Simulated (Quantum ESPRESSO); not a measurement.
```
CELL_PARAMETERS angstrom
      3.22220     0.00000     0.00000
     -1.61110     2.79051     0.00000
      0.00000     0.00000    16.30000
ATOMIC_POSITIONS crystal
  Se 0.00000 0.00000 0.89619
  Se 0.00000 0.00000 0.10381
  W  0.33333 0.66667 0.00000
```

The PBEsol cell relaxed from Materials Project entry mp-1821 was given a biaxial strain of -1.5 % in the plane, and the atoms were relaxed again, with the Coulomb interaction truncated along z.

Q: What does PBEsol (Quantum ESPRESSO, PseudoDojo norm-conserving, 86 Ry, scalar-relativistic) give for the electronic structure near the Fermi level?

A: The PBEsol gap is indirect, 1.60 eV, from K to 50 % of the way from K to Γ; the smallest direct gap is 1.90 eV. The valence-band maximum lies 5.08 eV below the vacuum level. Spin-orbit coupling is left out, which matters for elements this heavy: edges can move by tenths of an eV.
